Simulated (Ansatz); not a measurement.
BN:
```cif
data_B6N6
_chemical_formula_sum 'B6 N6'
_space_group_name_H-M_alt 'P 1'
_space_group_IT_number 1
_cell_length_a 2.54948
_cell_length_b 2.54948
_cell_length_c 12.54350
_cell_angle_alpha 90.000
_cell_angle_beta 90.000
_cell_angle_gamma 120.000
loop_
_space_group_symop_operation_xyz
  'x, y, z'
loop_
_atom_site_label
_atom_site_type_symbol
_atom_site_fract_x
_atom_site_fract_y
_atom_site_fract_z
_atom_site_occupancy
B1 B 0.00000 0.00000 0.00007 1
B2 B 0.00000 0.00000 0.50007 1
B3 B 0.66667 0.33333 0.83267 1
B4 B 0.33333 0.66667 0.33267 1
B5 B 0.66667 0.33333 0.16656 1
B6 B 0.33333 0.66667 0.66656 1
N1 N 0.00000 0.00000 0.87440 1
N2 N 0.00000 0.00000 0.37440 1
N3 N 0.66667 0.33333 0.70808 1
N4 N 0.33333 0.66667 0.20808 1
N5 N 0.66667 0.33333 0.04192 1
N6 N 0.33333 0.66667 0.54192 1
```

Relaxed with r²SCAN.

**Question.** Decompose the optical modes at the zone centre into irreducible representations, and say which are infrared and Raman allowed.

**Answer.** Point group 6mm: Γ_opt = 5A1 + 6B1 + 5E1 + 6E2. Infrared: A1, E1. Raman: A1, E1, E2.

**Question.** Assign frequencies (DFPT, the program Ansatz at the r²SCAN level (PAW); without the LO–TO term).

**Answer.** E2 252, E2 258, E1 429, E1 435, B1 443, B1 447, E2 494, A1 798, A1 804, E2 969, B1 977, E1 980, E1 1001, E2 1026, E2 1033, A1 1037, E1 1049, B1 1153, A1 1221, A1 1227, B1 1275, B1 1286 cm⁻¹.

Subscripts of B labels follow the axes of the standard setting.

Space group P6_3mc. A made-up cell: these elements were put on the sites of a structure type. Its sites differ from those of the usual phase in this space group: another stacking or structure type. The r²SCAN relaxation kept the symmetry of its start; whether a distortion lowers the energy is not shown.

Potentials: the later of the program's two PAW sets.
